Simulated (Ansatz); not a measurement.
Phonons of HfO$_{2}$ (tetragonal-ZrO2 type, space group P4_2/nmc) at Γ, X = (0.5, 0.0, 0.0), M = (0.5, 0.5, 0.0), Z = (0.0, 0.0, 0.5).

HfO$_{2}$ (tetragonal-ZrO2 type, space group P4_2/nmc)

```
CELL_PARAMETERS angstrom
      3.60443     0.00000     0.00000
      0.00000     3.60443     0.00000
      0.00000     0.00000     5.26427
ATOMIC_POSITIONS crystal
  Hf 0.00000 0.00000 0.00000
  Hf 0.50000 0.50000 0.50000
  O  0.00000 0.50000 0.19324
  O  0.00000 0.50000 0.69324
  O  0.50000 0.00000 0.30676
  O  0.50000 0.00000 0.80676
```

These are PBE (plane waves to 420 eV, PAW, scalar-relativistic; Ansatz, a first-principles code) values and carry that method's errors. Harmonic phonons by density-functional perturbation theory on a 8×8×6 k mesh, in cm⁻¹; i marks imaginary ones, q is in fractions of the reciprocal vectors of the cell shown, and the three acoustic modes at Γ are left out. The non-analytic (LO-TO) term is not included, so polar modes at Γ have their transverse values. HfO2 is run without spin polarisation. HfO2 was relaxed with its symmetry unable to fall. Spin-orbit coupling is left out, though Hf is heavy. This is a high-temperature form of HfO2.

```tsv
q	wavenumbers (cm⁻¹)
Γ	23 (×2), 93 (×2), 208, 305, 310, 417 (×2), 449 (×2), 573, 627, 648 (×2)
X = (0.5, 0.0, 0.0)	71 (×2), 105 (×2), 184 (×2), 269 (×2), 312 (×2), 359 (×2), 546 (×2), 566 (×2), 680 (×2)
M = (0.5, 0.5, 0.0)	45 (×2), 135 (×2), 154 (×2), 178 (×2), 252 (×2), 362 (×2), 528 (×2), 584 (×2), 704 (×2)
Z = (0.0, 0.0, 0.5)	21i (×2), 9 (×2), 102 (×2), 153 (×2), 393 (×2), 466 (×2), 479 (×2), 608 (×2), 647 (×2)
```

The structure is unstable at this level: the lowest mode is 21i cm⁻¹ at Z = (0.0, 0.0, 0.5).

Highest mode: 704 cm⁻¹ at M = (0.5, 0.5, 0.0).
